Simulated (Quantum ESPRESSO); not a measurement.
# Kohn-Sham bands of Hg (P-1, model phase)

```
Hg
1.0
    3.32056     0.00000     0.00000
   -1.47214     3.07613     0.00000
   -0.95834    -1.39730     8.12061
Hg
3
Direct
  0.58607   0.74142   0.33526
  0.41393   0.25858   0.66474
  0.00000   0.00000   0.00000
```

Materials Project entry mp-569360; symmetrised, unrelaxed at this level. This isn't the element's usual structure (rhombohedral); take it as a model of another phase. Level: PBEsol, spinors with spin-orbit coupling; pw.x of Quantum ESPRESSO at 53 Ry with PseudoDojo potentials, 6×4×4 k-points, Wannier90. Density: 14×14×6 mesh, cold smearing 0.01 Ry.

Task: List the Kohn-Sham levels between −8 and 3.0 eV relative to the Fermi level at the high-symmetry points, as a band run of pw.x on that density gives them (levels within 2 meV counted together).

Result: 
```tsv
point	k (reciprocal lattice)	levels (eV)
Γ	0.000 0.000 0.000	-7.64 (×2), -7.35 (×2), -7.33 (×2), -7.26 (×2), -7.24 (×2), -7.24 (×2), -7.21 (×2), -5.77 (×2), -5.72 (×2), -5.57 (×2), -5.44 (×2), -5.41 (×2), -5.29 (×2), -5.22 (×2), -4.94 (×2), -4.93 (×2), -4.42 (×2), -4.38 (×2)
X	0.000 0.000 -0.500	-7.39 (×2), -7.29 (×2), -7.29 (×2), -7.25 (×2), -7.22 (×2), -7.21 (×2), -6.95 (×2), -6.89 (×2), -5.62 (×2), -5.54 (×2), -5.52 (×2), -5.42 (×2), -5.33 (×2), -5.26 (×2), -5.18 (×2), -5.09 (×2), -4.79 (×2), -1.27 (×2), -0.73 (×2)
Y	0.000 -0.500 0.000	-7.41 (×2), -7.37 (×2), -7.34 (×2), -7.29 (×2), -7.26 (×2), -7.21 (×2), -5.72 (×2), -5.51 (×4), -5.41 (×2), -5.40 (×2), -5.33 (×2), -5.00 (×2), -4.82 (×2), -4.69 (×2), -2.49 (×2), -2.22 (×2), -1.16 (×2), -0.59 (×2), 1.61 (×2), 1.62 (×2)
Z	-0.500 0.000 0.000	-7.39 (×2), -7.37 (×2), -7.30 (×2), -7.27 (×2), -7.24 (×2), -7.22 (×2), -5.70 (×2), -5.63 (×2), -5.47 (×2), -5.39 (×2), -5.36 (×2), -5.30 (×2), -5.00 (×2), -4.85 (×2), -4.66 (×2), -2.20 (×2), -1.98 (×2), -0.85 (×2), -0.45 (×2), 1.75 (×2), 1.82 (×2)
R_2	-0.500 0.500 0.500	-7.39 (×2), -7.36 (×2), -7.29 (×2), -7.27 (×2), -7.22 (×2), -7.21 (×2), -5.71 (×4), -5.37 (×2), -5.33 (×2), -5.32 (×2), -5.26 (×2), -4.94 (×2), -4.89 (×2), -4.58 (×2), -1.54 (×2), -1.53 (×2), -0.59 (×2), -0.32 (×2), 2.50 (×2), 2.87 (×2)
T_2	-0.500 0.500 0.000	-7.40 (×2), -7.31 (×2), -7.29 (×2), -7.27 (×2), -7.27 (×2), -7.23 (×2), -5.67 (×2), -5.53 (×2), -5.47 (×2), -5.43 (×2), -5.32 (×2), -5.28 (×2), -4.89 (×2), -4.79 (×2), -4.69 (×2), -1.90 (×2), -1.39 (×2), -0.04 (×2), 0.10 (×2), 1.60 (×2), 1.69 (×2)
U_2	-0.500 0.000 0.500	-7.41 (×2), -7.34 (×2), -7.31 (×2), -7.27 (×2), -7.26 (×2), -7.21 (×2), -5.72 (×2), -5.52 (×2), -5.51 (×2), -5.39 (×2), -5.37 (×2), -5.30 (×2), -5.00 (×2), -4.82 (×2), -4.69 (×2), -2.19 (×2), -1.93 (×2), -1.00 (×2), -0.50 (×2), 1.89 (×2), 1.92 (×2)
V_2	0.000 0.500 -0.500	-7.41 (×2), -7.40 (×2), -7.32 (×2), -7.29 (×2), -7.24 (×2), -7.22 (×2), -5.69 (×2), -5.61 (×2), -5.46 (×2), -5.40 (×2), -5.38 (×2), -5.33 (×2), -5.00 (×2), -4.85 (×2), -4.67 (×2), -2.44 (×2), -2.23 (×2), -1.27 (×2), -0.65 (×2), 1.74 (×2), 1.82 (×2)
```
